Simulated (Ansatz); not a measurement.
YMg$_{3}$ in space group Fm-3m (No. 225; Y on 4a, Mg on 8c, Mg on 4b), DFT-r²SCAN in the program Ansatz with PAW potentials, all energies at zero smearing, with the estimated change up to a 700 eV cutoff added, with one set of potentials and settings (totals compare only within such a set). Cell of 4 atoms (1 Y, 3 Mg): -9639.354 eV.

```tsv
element	reference phase	E (eV/atom)
Y	P6_3/mmc, 2 atoms in the cell	-3859.7073
Mg	P6_3/mmc, 2 atoms in the cell	-1926.4086
```

Formation energy per atom, worked out: (-9639.354 − 1×(-3859.7073) − 3×(-1926.4086))/4 = -0.105 eV/atom (-10 kJ per mol of atoms), at 0 K, without zero-point energy or fitted corrections.

The first step of the workflow began from a Materials Project structure, measured or hypothetical; the Crystallography Open Database copy checked does not list it. With Y and Mg taken as one species the cell has the higher symmetry Im-3m, so it may be an ordered model of a mixed-site phase. Its standing as an ambient phase is unchecked. The r²SCAN relaxation kept the symmetry of its start; whether a distortion lowers the energy is not shown. No spin polarisation was allowed. The references are the lowest solids computed at this level, not always the standard phases.

Potentials: the later of the program's two PAW sets.
